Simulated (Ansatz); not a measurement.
What does Ansatz print for the nuclei with this input?

The cell is a structure deposited in the COD whose atoms were relaxed with PBE, the cell held.

```yaml
crystal:
  lattice:
    - [2.5074, 0.0, 0.0]
    - [-1.2537, 2.1714720974, 0.0]
    - [0.0, 0.0, 4.0699]
  atoms:
    - { symbol: Co, position: [0.3333333333, 0.6666666667, 0.25], spin: 2.0 }
    - { symbol: Co, position: [0.6666666667, 0.3333333333, 0.75], spin: 2.0 }
magnetization:
  spin_polarized: true
kpoints:
  mp_grid: { grid: [15, 15, 8] }
scf:
  occupations: { method: fermi_dirac, width: 0.05 }
hamiltonian:
  xc: r2scan
  pseudopotentials: { kind: paw }
output:
  forces: true
  stress: true
  populations: true
  efg: { quadrupole_moments_barn: { Co: 0.42 }, contact_densities: true }
```

```sh
ansatz run input.yaml --threads 1 --pin off --max-ram 3072MiB --backend cpu --events-out ev --progress --plain --runs-dir out
```

Of the output, the block on the nuclei alone is shown; the set-up, the SCF iterations, energies, forces and stress are cut.

```
--- PAW observables at the nuclei: V_zz in 10²¹ V/m², potentials from the cell's mean, atoms counted from 1 ---
  atom   1  Co V_zz =    -0.103739   η = 0.0000   by run symmetry: allowed   C_q = -1.0535 MHz
            electrostatic potential = -3392.504287 V   contact ρ = 114584.310096 e/Å³   contact ρ_s (e/Å³): all electrons -3.131876, valence +1.992922
  atom   2  Co V_zz =    -0.103739   η = 0.0000   by run symmetry: allowed   C_q = -1.0535 MHz
            electrostatic potential = -3392.504287 V   contact ρ = 114584.310096 e/Å³   contact ρ_s (e/Å³): all electrons -3.131876, valence +1.992922
```

Hardware: 1 thread of Arm Neoverse N1 (aarch64; 28 cores open to the job, memory cap 3.0 GiB, no GPU), a shared host with a load of 0.6 a core. Wall time 58 s, CPU time 59 s, peak memory 0.5 GiB.

At this cell the r2SCAN pressure is -9 GPa, so with r2SCAN the cell would shrink if it were relaxed. The entry's cell may itself be off. The program didn't check the stability of this electronic state in full, so a lower one may lie near. The run finds no gap above 0.1 eV (a metal, or nearly one), so the gradients can move by 10 % or more with the k-mesh. With these PAW files V_zz is typically within 2 to 3 % of all-electron values, but misses above 10 % occur on Co.
